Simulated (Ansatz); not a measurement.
LaB6 in space group Pm-3m (No. 221; La on 1a, B on 6f) at seven volumes, DFT-PBEsol in the program Ansatz with PAW potentials, shape and atoms relaxed at each. One row is withheld.

| V (Å³/atom) | P (GPa) |
|---|---|
| 9.157 | 20.22 |
| 9.459 | 12.50 |
| 9.761 | 5.81 |
| 10.063 | 0.00 |
| 10.365 | ? |
| 10.666 | -9.42 |
| 10.968 | -13.22 |

### Question
Fit the shown pressures and predict the withheld one.

### Answer
P = (3/2)B₀(x^(7/2) − x^(5/2))[1 + (3/4)(B′ − 4)(x − 1)] with x = (V₀/V)^(2/3). Least squares on the six rows gives V₀ = 10.063 Å³/atom, B₀ = 180 GPa, B′ = 3.69. At V = 10.365, x = 0.9805 and P = -5.04 GPa. The run itself gave -5.04 GPa.

The cell was relaxed with PBEsol under the symmetry of its start; of distortions, only those at the zone centre were tested. Scalar-relativistic: spin–orbit coupling is off unless named, which matters more the heavier the elements.

Potentials: the later of the program's two PAW sets.
